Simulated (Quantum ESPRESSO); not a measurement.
Space group Pm-3m (No. 221); a = b = c = 4.5492 Å, α = β = γ = 90.00°

```tsv
atom	site	symmetry	x	y	z
F	3c	4/mm.m	0.0000	0.5000	0.5000
Rb	1a	m-3m	0.0000	0.0000	0.0000
Hg	1b	m-3m	0.5000	0.5000	0.5000
```

The geometry is that of Materials Project entry mp-7482, symmetrised and not relaxed again.

### Question
What does norm-conserving PBEsol (Quantum ESPRESSO, 84 Ry, no spin-orbit coupling) give for the electronic structure near the Fermi level?

### Answer
The PBEsol gap is indirect, 0.46 eV, from R to Γ; the smallest direct gap is 2.86 eV. Without spin-orbit coupling, band edges of such heavy elements can be off by tenths of an eV. The cell is held in this high symmetry; tilts and polar distortions were not searched.
